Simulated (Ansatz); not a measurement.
FePt:
```xyz
2
Lattice="2.6883 0.0000 0.0000 0.0000 2.6883 0.0000 0.0000 0.0000 3.7129" Properties=species:S:1:pos:R:3 pbc="T T T"
Fe     0.0000     0.0000     0.0000
Pt     1.3441     1.3441     1.8564
```
The run is spin-polarised; directions of the spins, atom by atom: ↑ ↑.

This is the PBEsol-relaxed structure.

Problem. All from the program Ansatz at the PBEsol level (PAW), unless another level is named. Give the formation energy from the elements (no fitted shifts).

Solution. -203 meV/atom.

Problem. Give the density of states at the Fermi level.

Solution. 0.62 states/eV per atom (mean over ±0.08 eV).

Space group P4/mmm (L1₀ or tetragonal B2). The cell was relaxed with PBEsol under the symmetry of its start. The final state is ferromagnetic, chosen from 5 collinear starts compared on coarse meshes (ties went to the first, and starts can fall back to one state), not a proven ground state. Textbook magnetic order: ferromagnetic. The references are the lowest solids computed at this level, not always the standard phases. Scalar-relativistic: spin–orbit coupling is off unless named, which matters more the heavier the elements.

Potentials: the earlier of the program's two PAW sets. The files were generated under PBE; for other functionals the program regenerates the frozen cores, and for LDA and PBEsol the local potential too.
